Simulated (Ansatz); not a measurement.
Ga2Pt (fluorite or antifluorite type, space group No. 225) under volume change, plane-wave PAW LDA (Ansatz code), scaled uniformly.

```json
[
 {"V (Å³/atom)": "15.321", "E − E(relaxed) (meV/atom)": "73.6", "P (GPa)": "17.14"},
 {"V (Å³/atom)": "15.826", "E − E(relaxed) (meV/atom)": "30.6", "P (GPa)": "10.34"},
 {"V (Å³/atom)": "16.331", "E − E(relaxed) (meV/atom)": "7.2", "P (GPa)": "4.69"},
 {"V (Å³/atom)": "16.836", "E − E(relaxed) (meV/atom)": "0.0", "P (GPa)": "0.00"},
 {"V (Å³/atom)": "17.341", "E − E(relaxed) (meV/atom)": "6.3", "P (GPa)": "-3.87"},
 {"V (Å³/atom)": "17.846", "E − E(relaxed) (meV/atom)": "23.6", "P (GPa)": "-6.97"},
 {"V (Å³/atom)": "18.351", "E − E(relaxed) (meV/atom)": "49.6", "P (GPa)": "-9.46"}
]
```

What does a third-order Birch–Murnaghan fit give for V₀, B₀ and B′?

V₀ = 16.84 Å³/atom, B₀ = 140 GPa, B′ = 5.5.

Space group Fm-3m (fluorite or antifluorite type). The first step of the workflow began from a Materials Project structure, measured or hypothetical; the Crystallography Open Database files this formula in space group No. 225, but the cells were not matched. Its standing as an ambient phase is unchecked. Symmetry was held in the LDA relaxation; of distortions, only those at the zone centre were tested. No spin polarisation was allowed. Spin–orbit coupling is left out wherever it is not named.

Potentials: the later of the program's two PAW sets.
